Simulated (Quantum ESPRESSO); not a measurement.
pw.x input (Quantum ESPRESSO 7.5; PBEsol, PseudoDojo standard norm-conserving files, scalar-relativistic):

```
&CONTROL
  calculation = 'scf'
  pseudo_dir = './pseudo'
  outdir = './out'
  tprnfor = .true.
  tstress = .true.
/
&SYSTEM
  ibrav = 0
  nat = 3
  ntyp = 2
  ecutwfc = 84.0
  ecutrho = 336.0
  occupations = 'smearing'
  smearing = 'fd'
  degauss = 0.002
  nbnd = 16
/
&ELECTRONS
  conv_thr = 3e-10
/
ATOMIC_SPECIES
F 18.9984 F.upf
Ba 137.3270 Ba.upf
CELL_PARAMETERS angstrom
  0.000000000000   3.065973643000   3.065973643000
  3.065973643000   0.000000000000   3.065973643000
  3.065973643000   3.065973643000   0.000000000000
ATOMIC_POSITIONS crystal
F   0.250000000000   0.250000000000   0.250000000000
F   0.750000000000   0.750000000000   0.750000000000
Ba   0.000000000000   0.000000000000   0.000000000000
K_POINTS automatic
8 8 8 0 0 0
```

End of the output:

```
     total energy              =    -154.76137466 Ry
     estimated scf accuracy    <       0.00000002 Ry
     total energy              =    -154.76137495 Ry
     estimated scf accuracy    <       0.00000003 Ry
     total energy              =    -154.76137494 Ry
     estimated scf accuracy    <       0.00000002 Ry
[...]
     the Fermi energy is     6.9949 ev
!    total energy              =    -154.76137494 Ry
     estimated scf accuracy    <          1.5E-11 Ry
     smearing contrib. (-TS)   =       0.00000000 Ry
     internal energy E=F+TS    =    -154.76137494 Ry
     The total energy is F=E-TS. E is the sum of the following terms:
     one-electron contribution =     -53.98148476 Ry
     hartree contribution      =      41.11867975 Ry
     xc contribution           =     -34.96289848 Ry
     ewald contribution        =    -106.93567145 Ry
     convergence has been achieved in  10 iterations
     Forces acting on atoms (cartesian axes, Ry/au):
     atom    1 type  1   force =     0.00000000    0.00000000   -0.00000000
     atom    2 type  1   force =    -0.00000000   -0.00000000    0.00000000
     atom    3 type  2   force =     0.00000000   -0.00000000    0.00000000
     Total force =     0.000000     Total SCF correction =     0.000000
     Computing stress (Cartesian axis) and pressure
          total   stress  (Ry/bohr**3)                   (kbar)     P=       -0.09
  -0.00000062   0.00000000  -0.00000000           -0.09        0.00       -0.00
   0.00000000  -0.00000062   0.00000000            0.00       -0.09        0.00
  -0.00000000   0.00000000  -0.00000062           -0.00        0.00       -0.09
```
In a gapped system the printed Fermi energy is only some level inside the gap.

Geometry relaxed with PBEsol.
